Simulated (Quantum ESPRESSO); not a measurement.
# Moving one atom in CaZnMg2O4

Calculated results; nothing here was measured. They come from pw.x of Quantum ESPRESSO 7.5, a plane-wave density functional program, with PseudoDojo standard norm-conserving files (v0.5 for PBE, v0.4.1 for LDA and PBEsol). The cells are made up: elements, strain and atom displacements were drawn at random, and nothing was relaxed. There is no spin polarisation, spin-orbit coupling or dispersion term.

The cell has 8 sites of a rocksalt lattice. Sites 1 to 4 hold Ca Zn Mg Mg; sites 5 to 8 hold O O O O. Cell vectors in Å: (4.533, 0.000, 0.000); (0.000, 4.533, 0.000); (0.000, 0.000, 4.533). Settings: PBE, cutoff 1143 eV, 4 x 4 x 4 k mesh shifted by half a step, Fermi-Dirac smearing of 0.025 eV.

Each run shifts the O atom on site 7 along x and leaves all else fixed. Site 3 is one of its nearest neighbours. E is the free energy of the cell above the lowest run shown.

| run | shift (Å) | Fx on site 7 (eV/Å) | Fx on site 3 (eV/Å) | P (GPa) | E (meV) |
| --- | --- | --- | --- | --- | --- |
| 1 | -0.1279 | 0.760 | 0.329 | -5.78 | 69.0 |
| 2 | -0.0805 | 0.547 | 0.317 | -5.90 | 38.3 |
| 3 | -0.0554 | 0.451 | 0.298 | -5.94 | 25.7 |
| 5 | -0.0059 | 0.272 | 0.243 | -5.99 | 7.9 |
| 6 | 0.0072 | 0.230 | 0.225 | -6.00 | 4.6 |
| 7 | 0.1245 | -0.160 | 0.074 | -5.90 | 0.0 |
| 4 | -0.0274 | ? | ? | ? | ? |

A rerun of one of these cells at 1437 eV and k mesh 6 x 6 x 6 moved values by no more than 0.002 eV in the cell's energy, 0.04 GPa in stress and 0.005 eV/Å in force.

## Worked fit

A parabola through the six runs shown gives Fx on site 7 = 0.248 - 3.60 u + 2.7 u² eV/Å, with u in Å and a scatter of 0.009 eV/Å. Minus the slope, 3.60 ± 0.26 eV/Å², is this atom's force constant along x at u = 0, with its periodic images moving too. The fitted force vanishes at u = 0.073 Å, where the energy should be lowest along this line. The error is the larger of the fit's own and the change that a cubic makes, rounded up.

## Withheld run

Question: what Fx on site 7 should run 4 give?

The fit gives 0.349 eV/Å. The calculation gave 0.347 eV/Å.

| run | shift (Å) | Fx on site 7 (eV/Å) | Fx on site 3 (eV/Å) | P (GPa) | E (meV) |
| --- | --- | --- | --- | --- | --- |
| 4 | -0.0274 | 0.347 | 0.269 | -5.98 | 14.6 |